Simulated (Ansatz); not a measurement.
Values for one crystal, relaxed and computed with plane-wave PAW PBEsol (Ansatz code); other levels are named.

```yaml
volume_per_atom: 15.98 Å³
electronic_character: metallic (no gap)
hill_bulk_and_shear_moduli: 249 and 113 GPa
Elastic constants (relaxed ions, GPa): C11 = 412, C12 = 174, C13 = 161, C33 = 426, C44 = 99.5
Formation energy from the elements (no fitted shifts): -1.07 eV/atom
mechanical_stability: stable (all eigenvalues of C positive)
debye_temperature_from_the_elastic_constants: 335 K
```

Pick the material that matches.
(A) MnPt, L1₀ or tetragonal B2
(B) ScPt, CsCl type
(C) AlPt3, Cu3Au type
(D) ZrPt3, P6_3/mmc (Zr on 2a, Zr on 2c, Pt on 6g, Pt on 6h)

D, ZrPt3, P6_3/mmc (Zr on 2a, Zr on 2c, Pt on 6g, Pt on 6h)

The workflow started from a Materials Project entry (that database holds measured and hypothetical structures alike); the Crystallography Open Database copy checked does not list it. COD files the formula under space group No. 221. Its standing as an ambient phase is unchecked. Symmetry was held in the PBEsol relaxation; whether a distortion lowers the energy is not shown. No spin polarisation was allowed. As this level gives no gap, shear constants depend on the k-mesh and smearing (Fermi–Dirac, 0.1 eV here). The references are the lowest solids computed at this level, not always the standard phases. Spin–orbit coupling is left out wherever it is not named.

Potentials: the later of the program's two PAW sets.
